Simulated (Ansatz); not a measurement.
Relaxed-ion elastic tensor of TaRu (L1₀ or tetragonal B2, P4/mmm) in GPa (Voigt order), DFT-r²SCAN in the program Ansatz with PAW potentials; density 14.89 g/cm³, 15.72 Å³ per atom.

```
 414   193   209   0.0   0.0   0.0
 193   414   209   0.0   0.0   0.0
 209   209   371   0.0   0.0   0.0
 0.0   0.0   0.0  71.6   0.0   0.0
 0.0   0.0   0.0   0.0  71.6   0.0
 0.0   0.0   0.0   0.0   0.0  70.3
```

Q: Is the crystal mechanically stable?

A: Yes: the smallest eigenvalue of C is 70.3 GPa.

Q: Work out the Voigt, Reuss and Hill averages.

A: K_V = 269, K_R = 269, K_H = 269; G_V = 81.8, G_R = 79.4, G_H = 80.6 GPa.

Q: Give Young's modulus, Poisson's ratio, Pugh's ratio and the universal anisotropy index.

A: E = 9KG/(3K + G) = 220 GPa; ν = 0.36; K/G = 3.34 (ductile by the Pugh limit of 1.75); A_U = 5G_V/G_R + K_V/K_R − 6 = 0.15.

Q: Estimate the sound speeds and the Debye temperature.

A: v_l = √((K + 4G/3)/ρ) = 5030 m/s, v_t = √(G/ρ) = 2330 m/s, mean 2620 m/s; Θ = (h/k)(3n/4πV)^(1/3) v_m = 311 K.

Q: Solve the Christoffel equation for the three sound speeds along x, y, z.

A: Eigenvalues of C_ijkl n_j n_l equal ρv². In km/s, slowest first: x 2.17, 2.19, 5.27; y 2.17, 2.19, 5.27; z 2.19, 2.19, 4.99.

Q: How much does each axis shrink under pressure?

A: Linear compressibilities β_i = Σ_j S_ij (j = 1 to 3): x 1.2, y 1.2, z 1.4 per TPa.

The first step of the workflow began from a Materials Project structure, measured or hypothetical; the Crystallography Open Database files this formula in space group No. 123, but the cells were not matched. Its standing as an ambient phase is unchecked. Symmetry was held in the r²SCAN relaxation; its stability against distortions is not shown here. The run is not spin-polarised. As this level gives no gap, shear constants depend on the k-mesh and smearing (Fermi–Dirac, 0.1 eV here). Spin–orbit coupling is left out wherever it is not named.

Potentials: the later of the program's two PAW sets.
